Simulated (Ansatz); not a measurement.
## Structures of AgP: which is lowest?

Plane-wave DFT in Ansatz with scalar-relativistic PAW potentials, cutoff 420 eV, Γ-centred meshes chosen by cell and gap, Gaussian smearing with energies taken to zero width. Every cell was relaxed (cell and atoms) in a run of its own, within the symmetry of its start. Functional: PBE.

Relaxed structures (starts from databases or built by putting these elements on another compound's sites):
A. P-6m2, 2 atoms in the computed cell, a = 4.052 Å, c = 2.710 Å; sites (symmetry × multiplicity) Ag -6m2 × 1, P -6m2 × 1; start: built
B. Pm-3m, 2 atoms in the computed cell, a = 3.245 Å; sites (symmetry × multiplicity) Ag m-3m × 1, P m-3m × 1; start: built

Problem. Rank them by energy. Could pressure change the order?

Solution.
```csv
structure,group,E − E(lowest) (meV/atom),V (Å³/atom),gap on mesh (eV)
A,P-6m2,0.0,19.27,0.00
B,Pm-3m,146,17.08,0.00
```

A is lowest, 146 meV/atom under B. B is denser by 2.19 Å³/atom, so pressure favours it: ΔE/ΔV, with ΔE in eV and 1 eV/Å³ = 160.2 GPa, gives about 11 GPa for equal enthalpy if both cells were rigid, a rough figure since the two compress differently. Other structures may lie lower than all of these, and vibrations aren't counted.